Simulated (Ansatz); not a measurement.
Input and command of a plane-wave DFT calculation in Ansatz:

```yaml
crystal:
  lattice:
    - [0.0, -6.5824376148, 0.0]
    - [0.0, 0.0, -3.2749106362]
    - [12.8648752295, 0.0, 0.0]
  atoms:
    - { symbol: Si, position: [0.3659216883, 0.0, 0.964006858] }
    - { symbol: Si, position: [0.3659216883, 0.0, 0.4523472035] }
    - { symbol: Si, position: [0.6340783117, 0.0, 0.3151422782] }
    - { symbol: Si, position: [0.6340783117, 0.0, 0.8268019326] }
    - { symbol: Si, position: [0.1340783117, 0.0, 0.1965173763] }
    - { symbol: Si, position: [0.1340783117, 0.0, 0.7081770308] }
    - { symbol: Si, position: [0.8659216883, 0.0, 0.0593124509] }
    - { symbol: Si, position: [0.8659216883, 0.0, 0.5709721054] }
    - { symbol: W, position: [0.5, 0.0, 0.1279149136] }
    - { symbol: W, position: [0.5, 0.0, 0.6395745681] }
    - { symbol: W, position: [1.0, 1.0, 0.3837447409] }
    - { symbol: W, position: [1.0, 1.0, 0.8954043953] }
    - { symbol: W, position: [0.8401423481, 0.5, 0.2097076245] }
    - { symbol: W, position: [0.8401423481, 0.5, 0.721367279] }
    - { symbol: W, position: [0.1598576519, 0.5, 0.0461222027] }
    - { symbol: W, position: [0.1598576519, 0.5, 0.5577818572] }
    - { symbol: W, position: [0.6598576519, 0.5, 0.9771971062] }
    - { symbol: W, position: [0.6598576519, 0.5, 0.4655374517] }
    - { symbol: W, position: [0.3401423481, 0.5, 0.30195203] }
    - { symbol: W, position: [0.3401423481, 0.5, 0.8136116844] }
basis:
  ecutwfc: 420
kpoints:
  mp_grid: { grid: [6, 12, 3] }
hamiltonian:
  xc: pbesol
scf:
  occupations: { method: gaussian, width: 0.15 }
output:
  forces: true
  stress: true
  eigenvalues: true
```

```bash
ansatz run input.yaml --threads 2 --pin off --max-ram 5120MiB --backend cpu --events-out ev --progress --plain --runs-dir out
```

Processor: Intel(R) Xeon(R) Platinum 8375C CPU @ 2.90GHz (Ice Lake), 2 threads, on a host shared with other jobs.

Task: Estimate time, memory and problem size.

Result: About 60 s on 2 threads of Intel(R) Xeon(R) Platinum 8375C CPU @ 2.90GHz (Ice Lake) (shared host), peak memory 1.6 GiB. It solves 120 bands at 56 k points (the mesh reduced by symmetry) with about 5445 plane waves, in 7 SCF iterations.
